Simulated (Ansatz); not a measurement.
# Sc₂B₅F, before and after

Recipe of this trial structure of Sc₂B₅F: random cell by space group and Wyckoff sites (P-6m2, No. 187). The dimensions are guesses.

start.cif

```cif
data_structure
_symmetry_space_group_name_H-M 'P-6m2'
_symmetry_Int_Tables_number 187
_cell_length_a 4.1194
_cell_length_b 4.1194
_cell_length_c 7.2259
_cell_angle_alpha 90.000
_cell_angle_beta 90.000
_cell_angle_gamma 120.000
_cell_volume 106.19
loop_
_atom_site_label
_atom_site_type_symbol
_atom_site_symmetry_multiplicity
_atom_site_Wyckoff_symbol
_atom_site_fract_x
_atom_site_fract_y
_atom_site_fract_z
_atom_site_occupancy
Sc1 Sc 1 c 0.33333 0.66667 0.00000 1
Sc2 Sc 1 f 0.66667 0.33333 0.50000 1
B1 B 2 i 0.66667 0.33333 0.77923 1
B2 B 3 j 0.90017 0.09983 0.00000 1
F1 F 1 b 0.00000 0.00000 0.50000 1
```

Method: DFT PBE, scalar-relativistic, plane waves, PAW in Ansatz. Cutoff 420 eV, Gaussian smearing, Γ-centred meshes. Cell and atoms relax first on a coarse mesh and then on a finer one. In between, the cell is made exact in the group found at 0.06 Å. In metals the finer mesh still leaves noise of several meV/atom or more. The steps can't lower the symmetry of their start. No spin polarisation in the relaxation; trial moments died out in a coarse test.

end.cif

```cif
data_structure
_symmetry_space_group_name_H-M 'P-6m2'
_symmetry_Int_Tables_number 187
_cell_length_a 4.4434
_cell_length_b 4.4434
_cell_length_c 6.3082
_cell_angle_alpha 90.000
_cell_angle_beta 90.000
_cell_angle_gamma 120.000
_cell_volume 107.86
loop_
_atom_site_label
_atom_site_type_symbol
_atom_site_symmetry_multiplicity
_atom_site_Wyckoff_symbol
_atom_site_fract_x
_atom_site_fract_y
_atom_site_fract_z
_atom_site_occupancy
Sc1 Sc 1 c 0.33333 0.66667 0.00000 1
Sc2 Sc 1 f 0.66667 0.33333 0.50000 1
B1 B 2 i 0.66667 0.33333 0.86773 1
B2 B 3 j 0.87445 0.12555 0.00000 1
F1 F 1 b 0.00000 0.00000 0.50000 1
```

The symmetry stays P-6m2 (No. 187). The volume per atom grows by 1.6 %, from 13.3 to 13.5 Å³. The shortest distance goes from 1.23 Å (B–B) to 1.67 Å (B–B). The ratio c/a of the conventional cell changes by a factor of 0.81. The energy falls by about 1.9 eV/atom (the start's value is from the coarse mesh).

```
Volume per atom                            : 13.48 Å³
Density                                    : 2.51 g/cm³
Energy over the elements                   : −0.46 eV/atom
Gap on the 12×12×6 mesh of the 8-atom cell : 0 eV (a metal)
```

Energies over the elements count from the elements' standard structures at the same level (F₂ as a molecule), with no fitted energy shifts. A negative formation energy is needed for stability but isn't enough: competing phases decide.

The last run used Gaussian smearing of 0.10 eV. Symmetry constrained the relaxation, so the result can be a saddle point. In all, the 3 runs took 3 min on 1 thread of Intel(R) Xeon(R) Processor @ 2.70GHz, on a shared host.
